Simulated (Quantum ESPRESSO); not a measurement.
# AlGe3Si3N: a curve over one atom's position

Simulated, not a measurement. The program is pw.x of Quantum ESPRESSO 7.5 (plane-wave density functional theory). The cell is made up: 8 atoms on a zincblende/diamond lattice, with randomly drawn elements, strain and displacements, not relaxed. PseudoDojo standard norm-conserving files (v0.5 for PBE, v0.4.1 for LDA and PBEsol) set the functional; there is no spin polarisation, spin-orbit coupling or dispersion term, and the masses in the input are unused placeholders.

Seven runs move atom 3 (Ge, counted in the order of the input) along z and keep all else fixed.

Input of the run at +0.0039:

```
&control calculation='scf', pseudo_dir='./dojo.nc.sr.pbe.v0_5.standard.upf', outdir='./o', disk_io='medium', tprnfor=.true., tstress=.true. /
&system ibrav=0, nat=8, ntyp=4, nbnd=41, ecutwfc=84.00895049, nosym=.true., tot_charge=0,
 occupations='smearing', smearing='fd', degauss=0.0073498644
/
&electrons conv_thr=7.350e-09, electron_maxstep=60, /
ATOMIC_SPECIES
Al 1.0 Al.upf
Ge 1.0 Ge.upf
N 1.0 N.upf
Si 1.0 Si.upf
CELL_PARAMETERS angstrom
5.4545 0.0 0.0
0.0 5.4545 0.0
0.0 0.0 5.4545
ATOMIC_POSITIONS angstrom
Al 0.2171 0.1152 -0.1279
Ge 0.0178 2.7372 2.7894
Ge 2.7057 -0.0237 2.7091
Ge 2.6687 2.8124 -0.0853
Si 1.2481 1.3688 1.3869
N 1.417 4.2615 4.2454
Si 4.1125 1.4266 4.1388
Si 3.9107 4.1947 1.5395
K_POINTS automatic
6 6 6 1 1 1
```

```
shift of atom 3 along z (Å)  free energy less that of the input shown (eV)  Fx on atom 3 (eV/Å)  Fy on atom 3 (eV/Å)  Fz on atom 3 (eV/Å)  pressure (GPa)  iterations
                    -0.1593                                         0.7031               -3.463                3.794                5.152            2.60          11
                    -0.0970                                         0.4015               -3.160                3.207                4.525            2.01          11
                    +0.0039                                         0.0000               -2.771                2.302                3.420            1.20          11
                    +0.0473                                        -0.1376               -2.641                1.931                2.921            0.92          11
                    +0.0806                                        -0.2284               -2.555                1.654                2.532            0.72          11
                    +0.1196                                        -0.3181               -2.469                1.338                2.071            0.53          11
                    +0.1500                                        -0.3756               -2.412                1.098                1.710            0.40          11
```

A cubic fit gives dFz/dz = -11.34 eV/Å² at zero shift. Across the table the free energy follows the integral of the force to within 0.3 meV. A rerun of one of the cells at 1437 eV and a 8 x 8 x 8 mesh moved values by no more than 0.004 eV in energy, 0.02 GPa in stress and 0.009 eV/Å in force.